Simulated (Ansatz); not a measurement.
Input for Ansatz (plane-wave DFT, PAW):

```yaml
crystal:
  lattice:
    - [-2.0703353823, 2.0703353823, 4.0889617455]
    - [2.0703353823, -2.0703353823, 4.0889617455]
    - [2.0703353823, 2.0703353823, -4.0889617455]
  atoms:
    - { symbol: Ti, position: [0.25, 0.75, 0.5] }
    - { symbol: Ti, position: [0.5, 0.5, 0.0] }
    - { symbol: Ti, position: [0.75, 0.25, 0.5] }
    - { symbol: O, position: [0.0, 0.5, 0.5] }
    - { symbol: O, position: [0.2426947642, 0.2426947642, 0.0] }
    - { symbol: O, position: [0.5, 0.0, 0.5] }
    - { symbol: O, position: [0.7573052358, 0.7573052358, 0.0] }
basis:
  ecutwfc: 420
kpoints:
  mp_grid: { grid: [12, 12, 12] }
hamiltonian:
  xc: pbesol
scf:
  occupations: { method: gaussian, width: 0.1 }
output:
  forces: true
  stress: true
  eigenvalues: true
relax:
  adjacent_minimum: "off"
  f_tol: 0.01
  max_steps: 30
  cell: { stress_tol: 0.1, fix: [volume] }
```

Launched with
```bash
ansatz run input.yaml --threads 2 --pin off --max-ram 5120MiB --backend cpu --events-out ev --progress --plain --runs-dir out
```

Computed with DFT PBEsol, scalar-relativistic, plane waves, PAW (Ansatz).

Abridged output:

```
Pseudopotentials: kind: paw
Pseudopotential: Ti, paw, valence charge 12, recommended cutoff 420 eV (normal)
Pseudopotential: O, paw, valence charge 6, recommended cutoff 420 eV (normal)
Functional definition: PBEsol
Crystal: 7 atoms, lattice volume = 70.106 Å³
Basis set: ecut = 420 eV, 1361 PW (Γ), exchange–correlation on 72×72×72 points (8 copies of the dense FFT grid, shifted against one another)
Bands: 37, of which v1, the nominal top of the filled ones, is band 30 counted from 1 (29 counted from 0)
Symmetry: 16 space group operations
Space group: I4/mmm (ITA 139), of the structure as read, at distance tolerance 4.1e-5 Å
k-points: 163 of 1728
Initial density: superposition of atomic densities (neutral atoms: chi_scale 0, normalization atom), corrected by the library's trained network
Initial wavefunctions: pseudopotential atomic-orbital guess
Functional: x = pbesol(κ = 0.804, μ = 0.12345679), c = pbesol(β = 0.046)
SCF iter   1: F=—  HF=-9675.243638 eV  |F-HF|=—  |Δ(HF+E_count)|=         —  Δρ=1.84e-2  dr2=2.05e-1  ethr=1.77e-3  ⟨swp⟩=4.9  Hψ=23207  notcnv=0  defer=2
SCF iter   2: F=—  HF=-9675.229346 eV  |F-HF|=—  |Δ(HF+E_count)|=   1.43e-2  Δρ=1.59e-2  dr2=1.17e-1  ethr=3.42e-4  ⟨swp⟩=2.0  Hψ=11317  notcnv=0  defer=225
SCF iter   3: F=—  HF=-9675.197815 eV  |F-HF|=—  |Δ(HF+E_count)|=   3.15e-2  Δρ=2.38e-3  dr2=3.16e-3  ethr=1.96e-4  ⟨swp⟩=2.0  Hψ=9422  notcnv=0  defer=225
SCF iter   4: F=—  HF=-9675.197267 eV  |F-HF|=—  |Δ(HF+E_count)|=   5.48e-4  Δρ=4.33e-4  dr2=1.06e-4  ethr=5.26e-6  ⟨swp⟩=2.0  Hψ=8272  notcnv=0  defer=225
SCF iter   5: F=—  HF=-9675.197255 eV  |F-HF|=—  |Δ(HF+E_count)|=   1.15e-5  Δρ=7.43e-5  dr2=2.03e-6  ethr=1.76e-7  ⟨swp⟩=2.0  Hψ=8184  notcnv=0  defer=225
SCF iter   6: F=—  HF=-9675.197262 eV  |F-HF|=—  |Δ(HF+E_count)|=   6.69e-6  Δρ=1.32e-5  dr2=6.27e-8  ethr=1.67e-10  ⟨swp⟩=8.4  Hψ=29212  notcnv=0
SCF iter   7: F=-9675.197262 eV  HF=-9675.197262 eV  |F-HF|=9.17e-10  |Δ(HF+E_count)|=   4.70e-8  Δρ=2.01e-6  dr2=1.89e-9  ethr=1.04e-10  ⟨swp⟩=2.0  Hψ=18788  notcnv=0
SCF 1 converged in 7 iterations: F = -9675.197262 eV  dr2 = 1.89e-9
relax step   1: F+E_penalty+E_count = -9675.19726189 eV  Δ(F+E_penalty+E_count) = +0.000e0 eV  max|allowed force component| = 2.014e-1 eV/Å  Δτ_max = 0.0000 Å  P = -7.031 GPa  Ω = 70.106 Å³  fix = [volume]  reactions: volume -7.031 GPa (7 SCF iters, dr2 threshold 1.00e-7 eV, accepted)
Initial density: handed on by an earlier stage of this run
Initial wavefunctions: those handed on with the density
SCF iter   1: F=—  HF=-9675.200160 eV  |F-HF|=—  |Δ(HF+E_count)|=         —  Δρ=1.07e-3  dr2=7.27e-4  ethr=1.22e-6  ⟨swp⟩=2.0  Hψ=26313  notcnv=0
SCF iter   2: F=—  HF=-9675.200109 eV  |F-HF|=—  |Δ(HF+E_count)|=   5.10e-5  Δρ=4.64e-4  dr2=1.07e-4  ethr=1.21e-6  ⟨swp⟩=2.0  Hψ=8933  notcnv=0
SCF iter   3: F=—  HF=-9675.200089 eV  |F-HF|=—  |Δ(HF+E_count)|=   2.05e-5  Δρ=8.96e-5  dr2=4.73e-6  ethr=1.78e-7  ⟨swp⟩=2.0  Hψ=8944  notcnv=0
SCF iter   4: F=-9675.200088 eV  HF=-9675.200088 eV  |F-HF|=3.10e-7  |Δ(HF+E_count)|=   7.38e-7  Δρ=2.33e-5  dr2=3.44e-7  ethr=1.17e-9  ⟨swp⟩=7.3  Hψ=26338  notcnv=0
SCF 2 converged in 4 iterations: F = -9675.200088 eV  dr2 = 3.44e-7
relax step   2: F+E_penalty+E_count = -9675.20008785 eV  Δ(F+E_penalty+E_count) = -2.826e-3 eV  max|allowed force component| = 8.019e-2 eV/Å  Δτ_max = 0.0103 Å  P = -6.721 GPa  Ω = 70.106 Å³  energy of the carried Pulay correction = +4.748e-15 eV  fix = [volume]  reactions: volume -6.721 GPa (4 SCF iters, dr2 threshold 7.00e-7 eV, accepted)
SCF iter   1: F=—  HF=-9675.200619 eV  |F-HF|=—  |Δ(HF+E_count)|=         —  Δρ=6.73e-4  dr2=2.93e-4  ethr=4.87e-7  ⟨swp⟩=2.0  Hψ=26045  notcnv=0
SCF iter   2: F=—  HF=-9675.200608 eV  |F-HF|=—  |Δ(HF+E_count)|=   1.07e-5  Δρ=2.94e-4  dr2=4.29e-5  ethr=4.87e-7  ⟨swp⟩=2.0  Hψ=8933  notcnv=0
SCF iter   3: F=—  HF=-9675.200599 eV  |F-HF|=—  |Δ(HF+E_count)|=   9.32e-6  Δρ=5.36e-5  dr2=1.68e-6  ethr=7.15e-8  ⟨swp⟩=2.0  Hψ=8944  notcnv=0
SCF iter   4: F=-9675.200599 eV  HF=-9675.200599 eV  |F-HF|=5.52e-8  |Δ(HF+E_count)|=   2.70e-7  Δρ=8.89e-6  dr2=6.13e-8  ethr=6.70e-10  ⟨swp⟩=6.4  Hψ=24580  notcnv=0
SCF 3 converged in 4 iterations: F = -9675.200599 eV  dr2 = 6.13e-8
relax step   3: F+E_penalty+E_count = -9675.20059874 eV  Δ(F+E_penalty+E_count) = -5.109e-4 eV  max|allowed force component| = 1.769e-3 eV/Å  Δτ_max = 0.0066 Å  P = -6.513 GPa  Ω = 70.106 Å³  energy of the carried Pulay correction = +1.393e-14 eV  fix = [volume]  reactions: volume -6.513 GPa (4 SCF iters, dr2 threshold 4.02e-7 eV, accepted)
Initial wavefunctions: pseudopotential atomic-orbital guess (no wavefunctions were taken with the density)
SCF iter   1: F=—  HF=-9675.200578 eV  |F-HF|=—  |Δ(HF+E_count)|=         —  Δρ=1.12e-5  dr2=6.55e-8  ethr=1.64e-8  ⟨swp⟩=4.6  Hψ=42133  notcnv=0
SCF iter   2: F=—  HF=-9675.200589 eV  |F-HF|=—  |Δ(HF+E_count)|=   1.11e-5  Δρ=5.55e-6  dr2=1.62e-8  ethr=1.09e-10  ⟨swp⟩=2.4  Hψ=11080  notcnv=0
SCF iter   3: F=—  HF=-9675.200589 eV  |F-HF|=—  |Δ(HF+E_count)|=   2.53e-9  Δρ=1.51e-6  dr2=1.15e-9  ethr=2.71e-11  ⟨swp⟩=2.0  Hψ=8949  notcnv=0
SCF iter   4: F=-9675.200589 eV  HF=-9675.200589 eV  |F-HF|=1.04e-10  |Δ(HF+E_count)|=  6.73e-11  Δρ=5.20e-7  dr2=1.35e-10  ethr=1.00e-12  ⟨swp⟩=6.4  Hψ=23579  notcnv=0
SCF 4 converged in 4 iterations: F = -9675.200589 eV  dr2 = 1.35e-10
SCF converged after 4 iterations
Free energy (F): -9675.200589 eV
Harris-Foulkes:  -9675.200589 eV  (|F-HF|=1.04e-10)
Internal energy: -9675.187431 eV  (E = F + TS)
E sigma→0 (E₀):  -9675.194010 eV
Entropy (-TS):   -0.013157 eV (-1.880 meV/atom)
Fermi energy:    14.560540 eV
--- Per-component energies (eV) ---
  E_band       = -410.611825
  E_kinetic    = 1523.513680
  E_local      = -3528.124237  (includes V_loc(G=0)·N_el)
  E_nonlocal   = 217.724760
  E_hartree    = 1386.244245
  E_xc         = -585.610568
  E_vxc        = -744.242619  (∫ρ·V_xc dr)
  E_paw        = -3675.733111  (= ΣΔE_a)
  E_vpaw       = -651.982088  (= ΣTr[D̂ρ^β])
  E_aug_tail   = 0.010093  (compensation charges beyond the density's cutoff)
  E_ewald      = -5013.771599
  E_core_change = 0.559305  (= ΣΔE_core)
  E_smearing   = -0.013157  (= −TS)
--- Forces (eV/Å), atoms counted from 1 ---
  atom   1  Ti     0.00000000     0.00000000     0.00000000
  atom   2  Ti     0.00000000     0.00000000     0.00000000
  atom   3  Ti     0.00000000     0.00000000     0.00000000
  atom   4  O      0.00000000     0.00000000     0.00000000
  atom   5  O      0.00000000     0.00000000    -0.00183504
  atom   6  O      0.00000000     0.00000000     0.00000000
  atom   7  O      0.00000000     0.00000000     0.00183504
--- Stress (GPa, compression-positive) ---
       -6.524491       0.000000       0.000000
        0.000000      -6.524491       0.000000
        0.000000       0.000000      -6.495618
  P = ⅓ Tr σ = -6.5149 GPa (-65.149 kbar)
--- Band table (eV; the first three rows and the last of 163) ---
  k-point 0: bands = ["-43.4321", "-43.3185", "-43.2136", "-20.0039", "-19.9757", "-19.9757", "-19.8274", "-19.7967", "-19.7967", "-19.5735", "-19.5735", "-19.4379", "-6.9037", "-6.1377", "-5.6094", "-4.8314", "7.5838", "7.6554", "7.6554", "7.7595", "8.2140", "8.2140", "8.2893", "9.1472", "9.1472", "10.3979", "10.6911", "10.6911", "11.7608", "13.9387", "13.9387", "14.9350", "15.0303", "15.0303", "15.2426", "15.6593", "16.2209"]
  k-point 1: bands = ["-43.4280", "-43.3214", "-43.2146", "-20.0325", "-19.9563", "-19.9491", "-19.8814", "-19.8057", "-19.7486", "-19.6030", "-19.5683", "-19.4361", "-6.8329", "-6.0956", "-5.5740", "-4.8196", "7.3879", "7.5551", "7.6661", "7.7603", "7.8448", "8.2245", "8.5980", "8.8021", "8.9855", "10.3137", "10.4361", "10.5962", "12.0925", "13.9859", "14.0040", "15.0115", "15.0498", "15.1443", "15.5603", "15.7906", "16.1974"]
  k-point 2: bands = ["-43.4164", "-43.3294", "-43.2176", "-20.0854", "-19.9490", "-19.9262", "-19.8757", "-19.8399", "-19.6956", "-19.6726", "-19.5553", "-19.4334", "-6.6358", "-5.9799", "-5.4776", "-4.7871", "6.9246", "7.2244", "7.4751", "7.7028", "7.8257", "8.0491", "8.2077", "8.5825", "8.7026", "9.8985", "10.0800", "10.4570", "12.8326", "14.1321", "14.1908", "15.1796", "15.2197", "15.4306", "16.0746", "16.1566", "16.1951"]
  k-point 162: bands = ["-43.4086", "-43.3192", "-43.2370", "-20.0539", "-20.0539", "-19.9144", "-19.7764", "-19.6587", "-19.6587", "-19.6317", "-19.6317", "-19.5913", "-6.5102", "-6.3671", "-5.3218", "-5.2891", "7.1424", "7.3831", "7.3831", "7.6738", "9.0846", "9.0846", "9.3284", "9.4401", "9.4401", "9.7103", "10.2400", "10.2400", "12.1036", "12.1061", "12.1061", "14.3986", "15.4328", "15.8964", "16.0255", "16.0255", "16.5328"]
--- Relaxed structure (3 steps of the walk, 3 accepted, 1 SCFs on fresh bases) ---
  F+E_penalty+E_count = -9675.20058876 eV   max|allowed force component| = 1.835e-3 eV/Å   (the final SCF, on the basis selected at the relaxed cell)
  cell:  # Å, volume = 70.1059 Å³
    - [-2.06947666, 2.06947666, 4.09235581]
    - [2.06947666, -2.06947666, 4.09235581]
    - [2.06947666, 2.06947666, -4.09235581]
  atoms:
    - { symbol: Ti, position: [0.24999999, 0.75, 0.50000000] }
    - { symbol: Ti, position: [0.49999999, 0.49999999, 0.0] }
    - { symbol: Ti, position: [0.75, 0.24999999, 0.50000000] }
    - { symbol: O, position: [0.0, 0.5, 0.5] }
    - { symbol: O, position: [0.24476188, 0.24476188, 0.0] }
    - { symbol: O, position: [0.5, 0.0, 0.5] }
    - { symbol: O, position: [0.75523811, 0.75523811, 0.0] }
```

The relaxation met its thresholds.

Time: 37 s on 2 threads of Intel(R) Xeon(R) Platinum 8488C (Sapphire Rapids) (shared host), peak memory 0.64 GiB.

Spin polarisation was left out, and a magnetic state may lie lower.